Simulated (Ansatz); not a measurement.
## Two inputs for H₄NClO

This input was run with Ansatz:

```yaml
crystal:
  lattice:
    - [6.8955, 0.0, 0.0]
    - [0.0, 5.9218, 0.0]
    - [-3.9457878254, 0.0, 6.5815248519]
  atoms:
    - { symbol: H, position: [0.7829101288, 0.0270701083, 0.1409762862] }
    - { symbol: H, position: [0.2170898712, 0.5270701083, 0.3590237138] }
    - { symbol: H, position: [0.2170898712, 0.9729298917, 0.8590237138] }
    - { symbol: H, position: [0.7829101288, 0.4729298917, 0.6409762862] }
    - { symbol: H, position: [0.9184198314, 0.1735119098, 0.3676063972] }
    - { symbol: H, position: [0.0815801686, 0.6735119098, 0.1323936028] }
    - { symbol: H, position: [0.0815801686, 0.8264880902, 0.6323936028] }
    - { symbol: H, position: [0.9184198314, 0.3264880902, 0.8676063972] }
    - { symbol: H, position: [0.7410760099, 0.4852565241, 0.1875351148] }
    - { symbol: H, position: [0.2589239901, 0.9852565241, 0.3124648852] }
    - { symbol: H, position: [0.2589239901, 0.5147434759, 0.8124648852] }
    - { symbol: H, position: [0.7410760099, 0.0147434759, 0.6875351148] }
    - { symbol: H, position: [0.6262637008, 0.1499345552, 0.2296765842] }
    - { symbol: H, position: [0.3737362992, 0.6499345552, 0.2703234158] }
    - { symbol: H, position: [0.3737362992, 0.8500654448, 0.7703234158] }
    - { symbol: H, position: [0.6262637008, 0.3500654448, 0.7296765842] }
    - { symbol: "N", position: [0.7737371386, 0.1641555215, 0.2231090151] }
    - { symbol: "N", position: [0.2262628614, 0.6641555215, 0.2768909849] }
    - { symbol: "N", position: [0.2262628614, 0.8358444785, 0.7768909849] }
    - { symbol: "N", position: [0.7737371386, 0.3358444785, 0.7231090151] }
    - { symbol: Cl, position: [0.259387766, 0.1866399983, 0.1017122855] }
    - { symbol: Cl, position: [0.740612234, 0.6866399983, 0.3982877145] }
    - { symbol: Cl, position: [0.740612234, 0.8133600017, 0.8982877145] }
    - { symbol: Cl, position: [0.259387766, 0.3133600017, 0.6017122855] }
    - { symbol: O, position: [0.7605421747, 0.3581227441, 0.1104172129] }
    - { symbol: O, position: [0.2394578253, 0.8581227441, 0.3895827871] }
    - { symbol: O, position: [0.2394578253, 0.6418772559, 0.8895827871] }
    - { symbol: O, position: [0.7605421747, 0.1418772559, 0.6104172129] }
kpoints:
  mp_grid: { grid: [5, 5, 5] }
scf:
  occupations: { method: fermi_dirac, width: 0.05 }
  eigensolver: { kind: davidson }
hamiltonian:
  xc: pbe
  pseudopotentials: { kind: paw }
output:
  forces: true
  stress: true
  populations: true
  efg:
    quadrupole_moments_barn: { H: 0.00285783, "N": 0.02044, Cl: -0.08112, O: -0.02558 }
    contact_densities: true
basis:
  precision: f64
  ecutwfc: "14.7 Ry"
```

It converged. Of its output the block on the nuclei alone is shown, without the SCF iterations, energies, forces and stress (one atom of each set):

```
--- PAW observables at the nuclei: V_zz in 10²¹ V/m², potentials from the cell's mean, atoms counted from 1 ---
  atom   1  H  V_zz =    +2.003429   η = 0.0985   by run symmetry: allowed   C_q = +0.1384 MHz
            electrostatic potential = -33.064160 V   contact ρ = 2.843395 e/Å³
  atom   5  H  V_zz =    +2.206409   η = 0.1042   by run symmetry: allowed   C_q = +0.1525 MHz
            electrostatic potential = -33.173570 V   contact ρ = 2.912101 e/Å³
  atom   9  H  V_zz =    +2.206455   η = 0.3358   by run symmetry: allowed   C_q = +0.1525 MHz
            electrostatic potential = -32.973296 V   contact ρ = 2.651926 e/Å³
  atom  13  H  V_zz =    +2.114631   η = 0.0870   by run symmetry: allowed   C_q = +0.1461 MHz
            electrostatic potential = -33.196910 V   contact ρ = 2.876230 e/Å³
  atom  17  N  V_zz =    +6.692129   η = 0.0776   by run symmetry: allowed   C_q = +3.3075 MHz
            electrostatic potential = -500.207908 V   contact ρ = 1413.936919 e/Å³
  atom  21  Cl V_zz =    -1.985051   η = 0.9049   by run symmetry: allowed   C_q = +3.8936 MHz
            electrostatic potential = -1771.498881 V   contact ρ = 24094.336482 e/Å³
  atom  25  O  V_zz =   +19.638020   η = 0.7549   by run symmetry: allowed   C_q = -12.1465 MHz
            electrostatic potential = -607.049672 V   contact ρ = 2162.171142 e/Å³
```

Q: Can these gradients be trusted, and how do they compare with a run on standard settings?

A: Not as converged values. Against the standard input the change is `scf.eigensolver.kind`: not typed → davidson; `basis.precision`: not typed → f64; `basis.ecutwfc`: not typed → 14.7 Ry. A site carries the number of its first atom; V_zz in 10²¹ V/m².

```tsv
site	atom	V_zz standard	η standard	V_zz here	η here
H1	1	2.42	0.06	2.00	0.10
H5	5	2.62	0.07	2.21	0.10
H9	9	2.73	0.25	2.21	0.34
H13	13	2.53	0.06	2.11	0.09
N	17	8.07	0.09	6.69	0.08
Cl	21	-2.07	0.86	-1.99	0.90
O	25	25.3	0.79	19.64	0.75
```

The largest change of V_zz is on O, from 25.3 to 19.64. In per cent, |V_zz| changes by -19 to -16 on H, -17 on N, -4 on Cl, -22 on O (all sites that start above 0.5). At these positions, which the reference run relaxed to, the changed run has forces up to 2.9 eV/Å, so its atoms aren't at their own equilibrium. New warnings: cutoff below recommended. In the changed run the cutoff of 200 eV lies below the one recommended for these PAW files, so its values aren't converged ones.

On the reference run: The lattice is static: at room temperature NH₃ may turn and average the couplings of its hydrogen. The entry's hydrogen positions were far off; the other atoms hardly move on relaxation.
